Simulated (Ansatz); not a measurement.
## What strain does to CrOS (Janus 2H monolayer)

CrOS as a Janus 2H monolayer, relaxed with r2SCAN in the PAW code Ansatz. The sheet's in-plane cell has a = 2.819 Å, b = 2.819 Å (γ = 120.0°), and its outermost atoms lie 2.60 Å apart along the normal. Cr is surrounded by 3 O at 1.94 Å and 3 S at 2.24 Å; O is surrounded by 3 Cr at 1.94 Å; S is surrounded by 3 Cr at 2.24 Å.

The axes x, y and z are those of this cell:
```yaml
crystal:
  lattice:
    - [2.81907, 0.00000, 0.00000]
    - [-1.40953, 2.44139, 0.00000]
    - [0.00000, 0.00000, 29.43492]
  atoms:
    - { symbol: Cr, position: [0.33333, 0.66667, 0.31130] }
    - { symbol: O, position: [0.66667, 0.33333, 0.34712] }
    - { symbol: S, position: [0.66667, 0.33333, 0.25886] }
```
The sheet repeats along a and b alone.

Unstrained: The HSE06 gap is indirect, 0.641 eV (Γ to K), below the direct gap of 1.688 eV at K. Meshes: HSE06 9×9×1. Strains are changes of length per length. After each strain the atoms were relaxed again with r2SCAN within the symmetry that the strain leaves, so tilts or polar shifts that break it weren't tested; points keep the names that they have in the unstrained zone. These are computed values for a spin-unpolarised cell that may be hypothetical; none is a measurement.

Changes of the least gap in eV (an overlap counts as a negative gap):
```csv
strain,area change (%),space group,HSE06
in-plane biaxial -5.0 %,-9.7,–,+0.788
```

In-plane biaxial -5.0 %. HSE06: the gap goes from 0.641 to 1.429 eV (+0.788 eV). For HSE06, dE_g/d ln A = -7.7 eV over this step.

The meshes of the hybrids are coarse, so their gaps aren't converged to the digits shown.
